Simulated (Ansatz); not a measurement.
K2Sn2O3 in space group I2_13 (No. 199; K on 8a, Sn on 8a, O on 12b), PBEsol (plane waves, PAW; program Ansatz), all energies at zero smearing, with the estimated change up to a 700 eV cutoff added, with one set of potentials and settings (totals compare only within such a set). Cell of 14 atoms (4 K, 4 Sn, 6 O): -33233.660 eV.

```tsv
element	reference phase	E (eV/atom)
K	Im-3m, 1 atoms in the cell	-1516.0300
Sn	I4_1/amd, 2 atoms in the cell	-5949.7830
O	C2/m, 4 atoms in the cell, spin-polarised	-558.3554
```

Formation energy per atom, worked out: (-33233.660 − 4×(-1516.0300) − 4×(-5949.7830) − 6×(-558.3554))/14 = -1.448 eV/atom (-140 kJ per mol of atoms), at 0 K, without zero-point energy or fitted corrections.

The first step of the workflow began from a Materials Project structure, measured or hypothetical; the Crystallography Open Database copy checked does not list it. COD files the formula under space group No. 166. Its standing as an ambient phase is unchecked. Symmetry was held in the PBEsol relaxation; its stability against distortions is not shown here. The references are the lowest solids computed at this level, not always the standard phases (solids in place of the gases). Spin–orbit coupling is left out wherever it is not named.

Potentials: the later of the program's two PAW sets.
